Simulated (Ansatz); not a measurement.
Here is the system:

Starting cell, InP (zinc blende):

```xyz
4
Lattice="0.0000 5.9070 5.9070 2.9535 2.9535 5.9070 2.9535 2.9535 0.0000" Properties=species:S:1:pos:R:3 pbc="T T T"
P      4.4303     4.4303     4.4303
P      4.4303     7.3838     7.3838
In     0.0000     0.0000     0.0000
In     2.9535     5.9070     8.8605
```

A phonon eigenvector at X = (0.5, 0.5, 0.0) is frozen into this cell: atom i moves by Q times the vector below, so Q is the largest atomic displacement, in Å. The cell is held. (q is in reciprocal vectors of the primitive cell; the cell shown is doubled to hold the pattern.)

| atom | x | y | z |
|---|---|---|---|
| P1 | 0.000 | 0.000 | 1.000 |
| P2 | 0.000 | 0.000 | -1.000 |

Atoms not listed stay in place.

The numbers are results of r2SCAN (plane waves to 500 eV, PAW, scalar-relativistic; Ansatz, a quantum-chemistry and plane-wave program), not measurements. k mesh 10×10×10 (Γ-centred), Fermi-Dirac smearing 0.05 eV. E stands for the smeared free energy. InP was relaxed with its symmetry unable to fall. ΔE is measured from the undisplaced structure.

The scan covers Q from -0.180 to 0.180 Å in 13 points.

Task: Which space group does the distorted structure have?

Result: P-4m2 (No. 115), lowered from F-43m.

Task: Is this a single well or a double well?

Result: A single well with its minimum at or next to zero displacement.

Task: What is the energy change at Q = 0.180 Å?

Result: 384 meV/cell.

Task: What harmonic wavenumber does the curvature at Q = 0 give?

Result: 324 cm⁻¹.

(For displaced atoms, the force is minus the slope of the energy, and its curvature is a force constant, which sets phonon frequencies.)
